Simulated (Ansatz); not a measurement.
Data:

AlCuSnS$_{4}$:
```
CELL_PARAMETERS angstrom
     -3.52778     3.58666     5.02401
      3.52778    -3.58666     5.02401
      3.52778     3.58666    -5.02401
ATOMIC_POSITIONS crystal
  Al 0.00000 0.00000 0.50000
  Al 0.00000 0.50000 0.00000
  Cu 0.38249 0.63249 0.75000
  Cu 0.61751 0.36751 0.25000
  Sn 0.00000 0.00000 0.00000
  Sn 0.50000 0.00000 0.50000
  S  0.24047 0.73664 0.99617
  S  0.75953 0.26336 0.00383
  S  0.24047 0.24429 0.50383
  S  0.75953 0.75571 0.49617
  S  0.22953 0.74876 0.48077
  S  0.77047 0.25124 0.51923
  S  0.76799 0.74876 0.01923
  S  0.23201 0.25124 0.98077
```

This is the LDA-relaxed structure. x, y and z are the axes in which the lattice vectors are written.

Problem. All from the program Ansatz at the LDA level (PAW), unless another level is named. Give the Young's modulus.

Solution. 116 GPa.

Problem. And the elastic constants (relaxed ions, GPa)?

Solution. C11 = 159, C22 = 171, C33 = 135, C12 = 44.4, C13 = 75.4, C23 = 77.2, C44 = 60.9, C55 = 59.6, C66 = 27.9.

Space group Imma. The workflow started from a Materials Project entry (that database holds measured and hypothetical structures alike); the Crystallography Open Database copy checked does not list it. Whether it is the stable phase at ambient conditions was not checked. The LDA relaxation kept the symmetry of its start; whether a distortion lowers the energy is not shown. The run is not spin-polarised. Scalar-relativistic: spin–orbit coupling is off unless named, which matters more the heavier the elements.

Potentials: the later of the program's two PAW sets.
